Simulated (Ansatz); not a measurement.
NbAu2 (space group P6/mmm)

```xyz
3
Lattice="4.6605 0.0000 0.0000 -2.3302 4.0361 0.0000 0.0000 0.0000 2.7461" Properties=species:S:1:pos:R:3 pbc="T T T"
Nb     0.0000     0.0000     0.0000
Au     2.3302     1.3454     1.3730
Au     0.0000     2.6907     1.3730
```

E(V) scan at fixed shape, V₀ the volume above. Symmetry pins the atoms to their sites.

Level of theory: r2SCAN (plane waves to 500 eV, PAW, scalar-relativistic; Ansatz, a first-principles code). k mesh 12×12×17 (Γ-centred), Fermi-Dirac smearing 0.05 eV. E stands for the smeared free energy. Compression counts positive. NbAu2 is run without spin polarisation. NbAu2 was relaxed with its symmetry unable to fall. Spin-orbit coupling is left out, though Au is heavy. ΔE is measured from the relaxed starting cell.

Problem. Give the computed ΔE (meV/atom) and P (GPa) at V/V₀ = 0.955, 0.970, 0.985, 1.045, 1.060.

Solution. 
| V/V₀ | ΔE (meV/atom) | P (GPa) |
|---|---|---|
| 0.955 | 23 | 10.1 |
| 0.970 | 10 | 6.4 |
| 0.985 | 2 | 3.1 |
| 1.045 | 19 | -7.7 |
| 1.060 | 34 | -9.8 |

(A scan under strain: stresses follow from slopes of the energy per volume, elastic moduli from its curvatures.)
